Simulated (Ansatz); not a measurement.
A relaxation computed with Ansatz, from input to last step.

```yaml
crystal:
  lattice:
    - [2.462791369, 1.4218932598, 2.3388103771]
    - [-2.462791369, 1.4218932598, 2.3388103771]
    - [0.0, -2.8437865197, 2.3388103771]
  atoms:
    - { symbol: Zr, position: [0.4406709033, 0.4406709033, 0.4406709033] }
    - { symbol: C, position: [0.0073437187, 0.7783994227, 0.1428715707] }
    - { symbol: C, position: [0.7783994227, 0.1428715707, 0.0073437187] }
    - { symbol: C, position: [0.1428715707, 0.0073437187, 0.7783994227] }
basis:
  ecutwfc: 420
kpoints:
  mp_grid: { grid: [6, 6, 6] }
hamiltonian:
  xc: pbe
scf:
  occupations: { method: gaussian, width: 0.1 }
  lower_state_search: "off"
output:
  forces: true
  stress: true
  eigenvalues: true
relax:
  adjacent_minimum: "off"
  f_tol: 0.04
  max_steps: 70
  cell: { stress_tol: 0.4 }
```

```bash
ansatz run input.yaml --threads 1 --pin off --max-ram 2560MiB --backend cpu --events-out ev --progress --plain --runs-dir out
```

These are results of Ansatz 0.2.0, DFT PBE, scalar-relativistic, plane waves, PAW, not measurements.

Of 9 frames 8 are shown, positions in Å and forces in eV/Å; the SCF threshold varies from step to step. Steps run on the plane waves of an earlier cell, with a Pulay correction in the pressure. The basis is chosen afresh for the last frame, the zero of the energies, and at times for earlier ones too; energy and pressure step there, also at an unchanged geometry. Here that happened at step 7 (-3 meV/atom, 0.1 GPa); the frames before carry an error of that size.

```xyz
4
Lattice="2.4628 1.4219 2.3388 -2.4628 1.4219 2.3388 0.0000 -2.8438 2.3388" Properties=species:S:1:pos:R:3:forces:R:3 pbc="T T T" step=1 free_energy_over_end_meV_per_atom=360.71 pressure_GPa=-17.00
Zr    0.0000    0.0000    3.0919    0.0000    0.0000    1.2433
C    -1.8989    0.7109    2.1719   -2.2683    2.1616   -0.4145
C     1.5652    1.2891    2.1719    3.0062    0.8836   -0.4145
C     0.3338   -2.0000    2.1719   -0.7379   -3.0452   -0.4145
4
Lattice="2.3428 1.3526 2.4083 -2.3428 1.3526 2.4083 0.0000 -2.7052 2.4083" Properties=species:S:1:pos:R:3:forces:R:3 pbc="T T T" step=2 free_energy_over_end_meV_per_atom=128.20 pressure_GPa=-7.66
Zr    0.0000    0.0000    3.3049    0.0000    0.0000    1.2004
C    -1.8287    0.6419    2.1960   -1.5562    1.1685   -0.4000
C     1.4702    1.2627    2.1960    1.7901    0.7635   -0.4000
C     0.3585   -1.9046    2.1960   -0.2338   -1.9320   -0.4000
4
Lattice="2.2582 1.3038 2.5226 -2.2582 1.3038 2.5226 0.0000 -2.6075 2.5226" Properties=species:S:1:pos:R:3:forces:R:3 pbc="T T T" step=3 free_energy_over_end_meV_per_atom=26.44 pressure_GPa=1.56
Zr    0.0000    0.0000    3.6428    0.0000    0.0000   -0.9910
C    -1.8189    0.5844    2.2398    0.3442   -0.0871    0.3305
C     1.4155    1.2830    2.2398   -0.2475   -0.2546    0.3305
C     0.4033   -1.8674    2.2398   -0.0967    0.3417    0.3305
4
Lattice="2.2310 1.2881 2.6044 -2.2310 1.2881 2.6044 0.0000 -2.5761 2.6044" Properties=species:S:1:pos:R:3:forces:R:3 pbc="T T T" step=4 free_energy_over_end_meV_per_atom=2.79 pressure_GPa=0.41
Zr    0.0000    0.0000    3.6550    0.0000    0.0000   -0.0239
C    -1.8052    0.5552    2.3479   -0.0620    0.1038    0.0080
C     1.3834    1.2858    2.3479    0.1209    0.0018    0.0080
C     0.4218   -1.8409    2.3479   -0.0589   -0.1056    0.0080
4
Lattice="2.2349 1.2903 2.6090 -2.2349 1.2903 2.6090 0.0000 -2.5806 2.6090" Properties=species:S:1:pos:R:3:forces:R:3 pbc="T T T" step=5 free_energy_over_end_meV_per_atom=2.79 pressure_GPa=-0.18
Zr    0.0000    0.0000    3.6582    0.0000    0.0000   -0.0030
C    -1.8117    0.5580    2.3530    0.0323   -0.0570    0.0010
C     1.3891    1.2900    2.3530   -0.0655    0.0005    0.0010
C     0.4226   -1.8480    2.3530    0.0332    0.0565    0.0010
4
Lattice="2.2345 1.2901 2.6048 -2.2345 1.2901 2.6048 0.0000 -2.5802 2.6048" Properties=species:S:1:pos:R:3:forces:R:3 pbc="T T T" step=6 free_energy_over_end_meV_per_atom=2.69 pressure_GPa=-0.01
Zr    0.0000    0.0000    3.6516    0.0000    0.0000    0.0005
C    -1.8115    0.5569    2.3495    0.0000    0.0012   -0.0002
C     1.3881    1.2903    2.3495    0.0011   -0.0006   -0.0002
C     0.4234   -1.8472    2.3495   -0.0010   -0.0006   -0.0002
4
Lattice="2.2345 1.2901 2.6048 -2.2345 1.2901 2.6048 0.0000 -2.5802 2.6048" Properties=species:S:1:pos:R:3:forces:R:3 pbc="T T T" step=7 free_energy_over_end_meV_per_atom=0.17 pressure_GPa=0.12
Zr    0.0000    0.0000    3.6516    0.0000    0.0000    0.0004
C    -1.8115    0.5569    2.3495   -0.0024    0.0054   -0.0001
C     1.3881    1.2903    2.3495    0.0059   -0.0006   -0.0001
C     0.4234   -1.8472    2.3495   -0.0035   -0.0048   -0.0001
4
Lattice="2.2313 1.2882 2.6175 -2.2313 1.2882 2.6175 0.0000 -2.5765 2.6175" Properties=species:S:1:pos:R:3:forces:R:3 pbc="T T T" step=9 free_energy_over_end_meV_per_atom=0.00 pressure_GPa=0.02
Zr    0.0000    0.0000    3.6697    0.0000    0.0000   -0.0002
C    -1.8081    0.5552    2.3609   -0.0005    0.0009    0.0001
C     1.3849    1.2882    2.3609    0.0011    0.0000    0.0001
C     0.4232   -1.8435    2.3609   -0.0005   -0.0009    0.0001
```

The start is a random arrangement. At the end the space group is R32 (tolerance 0.05 Å).

Time: 53 s on 1 thread of AMD EPYC 7R43 64-Core Processor (Zen 3), on a shared host, peak memory 0.39 GiB.

The k mesh is coarse.